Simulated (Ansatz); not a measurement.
Nb$_{5}$Si$_{3}$:
```cif
data_Nb20Si12
_chemical_formula_sum 'Nb20 Si12'
_space_group_name_H-M_alt 'I4/mcm'
_space_group_IT_number 140
_space_group_name_Hall '-I 4 2c'
_cell_length_a 6.58653
_cell_length_b 6.58653
_cell_length_c 11.87920
_cell_angle_alpha 90.000
_cell_angle_beta 90.000
_cell_angle_gamma 90.000
loop_
_atom_site_label
_atom_site_type_symbol
_atom_site_symmetry_multiplicity
_atom_site_Wyckoff_symbol
_atom_site_fract_x
_atom_site_fract_y
_atom_site_fract_z
_atom_site_occupancy
Nb1 Nb 16 l 0.33348 0.16652 0.14870 1
Nb2 Nb 4 c 0.00000 0.00000 0.00000 1
Si1 Si 8 h 0.12862 0.37138 0.00000 1
Si2 Si 4 a 0.00000 0.00000 0.25000 1
```
(The calculation used a cell of 16 atoms; values per cell refer to that cell.)

Relaxed with r²SCAN.

### Question
Tabulate the valence density and the electron localisation function along the shortest Nb–Nb contact (2.87 Å), the program Ansatz at the r²SCAN level (PAW).

### Answer


| distance from Nb (Å) | density (e/Å³) | ELF |
|---|---|---|
| 0.29 | 5.07 | 0.46 |
| 0.43 | 4.87 | 0.70 |
| 0.57 | 3.75 | 0.77 |
| 0.72 | 2.34 | 0.72 |
| 0.86 | 1.26 | 0.56 |
| 1.00 | 0.68 | 0.37 |
| 1.15 | 0.44 | 0.30 |
| 1.29 | 0.35 | 0.35 |
| 1.43 | 0.33 | 0.39 |
| 1.58 | 0.35 | 0.35 |
| 1.72 | 0.44 | 0.30 |
| 1.86 | 0.68 | 0.37 |
| 2.01 | 1.26 | 0.56 |
| 2.15 | 2.34 | 0.72 |
| 2.29 | 3.75 | 0.77 |
| 2.44 | 4.87 | 0.70 |
| 2.58 | 5.07 | 0.46 |

The density is the valence pseudo-density with augmentation charge, so density and ELF within about 1 Å of a nucleus are not all-electron values.

The workflow started from a Materials Project entry (that database holds measured and hypothetical structures alike); the Crystallography Open Database files this formula in space group No. 140, but the cells were not matched. Its standing as an ambient phase is unchecked. The r²SCAN relaxation kept the symmetry of its start; its stability against distortions is not shown here. The run is not spin-polarised.

Potentials: the later of the program's two PAW sets.
